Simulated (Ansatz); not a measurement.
**Relaxing a structure of Ag**

The start is a generated trial cell of Ag in the omega structure type. The cell and all atomic positions are relaxed at zero pressure with r2SCAN (plane waves to 500 eV, PAW, scalar-relativistic; Ansatz, an electronic-structure program). The first steps use a coarse 8×8×12 k-mesh.

Starting cell:
```
CELL_PARAMETERS angstrom
      4.58591     0.00000     0.00000
     -2.29296     3.97152     0.00000
      0.00000     0.00000     2.78923
ATOMIC_POSITIONS crystal
  Ag 0.00000 0.00000 0.00000
  Ag 0.33333 0.66667 0.50000
  Ag 0.66667 0.33333 0.50000
```

Q: What pressure does the first self-consistent step give?

A: +4.8 GPa (positive: the cell is compressed).

Q: By how much does the energy per atom fall from start to end?

A: 0.01 eV/atom.

Q: How does the volume per atom move from start to end?

A: +4.3 %, from 16.93 to 17.67 Å³/atom.

Q: How do the shortest distances between atoms change?

A: The closest pairs of elements (up to four, under 3.6 Å), start → end: Ag–Ag 2.65 → 2.70 Å.

The space group stays P6/mmm (No. 191) (the run could not lower it), with 3 atoms in the primitive cell. Final values are on a 12×12×17 k-mesh of the relaxed cell. No spin polarisation in the result.

The run could not lose the symmetry of its start, so the end can be a saddle point.

All atoms sit on sites fixed by symmetry, so only the cell could relax.

The relaxed structure here is a generated cell of Ag: the first start was made by placing the elements on the sites of a structure type, and the end was not matched to a known phase here, so it may be hypothetical. Known forms of Ag include space group No. 225.
